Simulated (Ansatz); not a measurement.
## VTe$_{6}$Mo$_{2}$ (P-6m2)

All numbers below come from DFT PBE, scalar-relativistic, plane waves, PAW in Ansatz.

Settings: cutoff 420 eV, Γ-centred mesh 12×12×2 on the computed 9-atom cell, Gaussian smearing of 0.01 eV; collinear spin from starting moments 1.1 0.0 0.0 0.0 0.0 0.0 0.0 0.0 0.0 μB.

The structure is relaxed at this level of theory with its symmetry kept, and needn't be the ground state of this composition.

Space group P-6m2 (No. 187), hexagonal, a = 3.571 Å, c = 28.365 Å. V is surrounded by 6 Te at 2.71 Å; around Te on its first site lie 3 V at 2.71 Å; Te on its second site has 3 Mo at 2.74 Å; Te on its third site is surrounded by 3 Mo at 2.74 Å; Mo has 6 Te at 2.74 Å.

```json
{"Volume per atom": "34.80 Å³", "Formation energy from the elements' standard states (uncorrected)": "-0.279 eV/atom", "Kohn–Sham band gap": "0.05 eV, indirect from H to (0.000, 0.440, 0.201)", "Orbital (Löwdin) character of the top 1 eV of the valence band": "Te 5p 43 %, Mo 4d 36 %, V 3d 18 %", "Orbital (Löwdin) character of the lowest 1 eV of the conduction band": "V 3d 77 %, Te 5p 15 %", "Electron masses at the edge by direction of the standard setting (m_e; one valley, along these axes only; no spin-orbit coupling)": "x: 0.12; y: 4.8; z: over 30", "Hole masses at the edge by direction of the standard setting (m_e; one valley, along these axes only; no spin-orbit coupling)": "x: 0.66, 0.66, 0.66, 0.66; y: 0.66, 0.66, 0.66, 0.66; z: over 30, over 30, over 30, over 30", "Bader charge by site (e)": "V (1 in the cell) 1.03, Te (2 in the cell) -0.52, Te (2 in the cell) -0.31, Te (2 in the cell) -0.31, Mo (2 in the cell) 0.62", "Total moment": "1.00 μB per cell", "Moment by site (μB)": "V1 1.00, Te2 -0.06, Te7 -0.06"}
```

Spin-orbit coupling is left out, which matters for the bands of heavy elements. The cell holds layers, chains or molecules and no dispersion correction was added, so their binding is poorly described.

Only this magnetic start was tried.

The cell was found from a structure generator's guess, not taken from experiment. Kohn–Sham gaps at this level usually fall short of measured ones. Löwdin shares on free-atom orbitals overweight diffuse shells in the empty bands.
